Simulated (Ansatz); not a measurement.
Values for one crystal, relaxed and computed with DFT-r²SCAN in the program Ansatz with PAW potentials; other levels are named.

| Item | Value |
|---|---|
| Volume per atom | 7.17 Å³ |
| Band gap | 3.06 eV (indirect) |
| Young's modulus | 547 GPa |
| Mechanical stability | stable (all eigenvalues of C positive) |
| Electron effective mass | 0.46, 0.46, 0.73 mₑ (principal values) |
| Valence-band maximum | at H |
| Pressure derivative B′ | 3.8 |

**Question.** Which of these materials gives this?
A. C, Im-3m (C on 16f)
B. Br, molecular I2 type
C. I, molecular I2 type
D. Si, diamond

**Answer.** A, C, Im-3m (C on 16f)

The start of the workflow was typed in or built on a structure type; neither database checked (COD, Materials Project) lists it. It is not the phase usual at ambient conditions (space group No. 194, 227). The cell was relaxed with r²SCAN under the symmetry of its start; whether a distortion lowers the energy is not shown.

Potentials: the earlier of the program's two PAW sets.
